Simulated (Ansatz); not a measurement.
## How settings move the G0W0 gap of SnSe2 (P-3m1)

A 3-atom cell of SnSe2 started from a crystallographic database, relaxed with r2SCAN+rVV10; one-shot G0W0 in Ansatz without spin-orbit coupling. No spin polarisation and no zero-point or thermal motion.

```xyz
3
Lattice="3.8252 0.0000 0.0000 -1.9126 3.3127 0.0000 0.0000 0.0000 6.2271" Properties=species:S:1:pos:R:3 pbc="T T T"
Sn    0.0000    0.0000    0.0000
Se    0.0000    2.2085    1.5759
Se    1.9126    1.1042    4.6511
```

Gaps are read over the mesh points alone. G0W0 here is at a finite number of bands, screening cutoff and k mesh, not at the basis limit.
```tsv
start	potentials	frequency model	mesh	empty bands	screening cutoff (eV)	Kohn-Sham gap (eV)	G0W0 gap (eV)
PBE	PAW	contour deformation	6×6×4	179	100	0.79	1.29
PBE	PAW	contour deformation	6×6×4	432	180	0.79	1.29
PBE	PAW	contour deformation	6×6×4	839	260	0.79	1.29
HSE06	PAW	contour deformation	6×6×4	432	180	1.41	1.63
r2SCAN	PAW	contour deformation	6×6×4	432	180	1.07	1.47
PBE0	PAW	contour deformation	6×6×4	432	180	2.06	1.79
PBE	PAW	Godby-Needs pole	6×6×4	432	180	0.79	1.35
PBE	PAW	contour deformation	12×12×4	128	80	0.74	1.27
PBE	norm-conserving	contour deformation	6×6×4	432	180	0.79	1.31
```

The quasiparticle gap on this mesh is 1.29 eV (k = (0, 1/6, -1/4) to L), against 0.79 eV from PBE: +0.50 eV. Renormalisation factors Z lie between 0.67 and 0.78.

Raising bands and cutoff together moves the gap by 0.00 eV (100 to 180 eV), then 0.00 eV (180 to 260 eV); the last step is small, which bounds nothing strictly. Starting from HSE06 (1.41 eV against PBE's 0.79 eV) gives 1.63 eV, +0.34 eV from G0W0@PBE at the same screening cutoff. Starting from r2SCAN (1.07 eV against PBE's 0.79 eV) gives 1.47 eV, +0.18 eV from G0W0@PBE at the same screening cutoff. Starting from PBE0 (2.06 eV against PBE's 0.79 eV) gives 1.79 eV, +0.50 eV from G0W0@PBE at the same screening cutoff. The Godby-Needs plasmon pole differs from contour deformation by +0.06 eV. Norm-conserving potentials (wave cutoff 1170 eV against 420 eV) shift the quasiparticle gap by +0.02 eV and the PBE gap by 0.00 eV. r2SCAN runs take a wave cutoff of 500 eV.

Coordinates of k points refer to the reciprocal vectors of the primitive cell of the runs.

The program warns that the k mesh is coarse for exact exchange in some of these runs, so their gaps aren't converged.
